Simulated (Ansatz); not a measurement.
ZrRu (rock salt, Fm-3m), a = b = c = 5.2871 Å, α = β = γ = 90.00°; the cell used has 2 atoms.

Relaxed with PBEsol.

Task: Decompose the optical modes at the zone centre into irreducible representations, and say which are infrared and Raman allowed.

Result: Point group m-3m: Γ_opt = T1u. Infrared: T1u. Raman: none.

Task: Assign frequencies (DFPT, DFT-PBEsol in the program Ansatz with PAW potentials).

Result: T1u 170 cm⁻¹.

The start of the workflow was typed in or built on a structure type; neither database checked (COD, Materials Project) lists it. COD files the formula under space group No. 221. Whether it is the stable phase at ambient conditions was not checked. Symmetry was held in the PBEsol relaxation. At this level the phase is mechanically unstable. No spin polarisation was allowed. As this level gives no gap, phonon frequencies hold no LO–TO term and depend on the k-mesh and smearing (Fermi–Dirac, 0.1 eV here).

Potentials: the earlier of the program's two PAW sets. The files were generated under PBE; for other functionals the program regenerates the frozen cores, and for LDA and PBEsol the local potential too.
